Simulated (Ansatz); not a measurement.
Structures of MgTl₂S₂: which is lowest?

Plane-wave DFT in Ansatz with scalar-relativistic PAW potentials, cutoff 420 eV, Γ-centred meshes chosen by cell and gap, Gaussian smearing with energies taken to zero width. Every cell was relaxed (cell and atoms) in a run of its own, within the symmetry of its start. Functional: PBE.

Relaxed structures (starts from databases or built by putting these elements on another compound's sites):
A. P-3m1, 5 atoms in the computed cell, a = 5.151 Å, c = 6.217 Å; sites (symmetry × multiplicity) Mg -3m. × 1, Tl 3m. × 2, S 3m. × 2; start: built
B. I4/mmm, 5 atoms in the computed cell, a = 4.230 Å, c = 14.771 Å; sites (symmetry × multiplicity) Mg 4/mmm × 2, Tl -4m2 × 4, S 4mm × 4; start: built

Question: Rank them by energy. Could pressure change the order?

Answer:
| structure | group | E − E(lowest) (meV/atom) | V (Å³/atom) | gap on mesh (eV) |
| --- | --- | --- | --- | --- |
| B | I4/mmm | 0.0 | 26.44 | 0.00 |
| A | P-3m1 | 384 | 28.58 | 0.00 |

B is lowest, 384 meV/atom under A. The lowest is also the densest of these, so pressure wouldn't bring one of the others in at first order. Other structures may lie lower than all of these, and vibrations aren't counted.

Spin-orbit coupling is left out, which matters for the bands of heavy elements. For Tl, Pb and Bi spin-orbit coupling shifts energies too.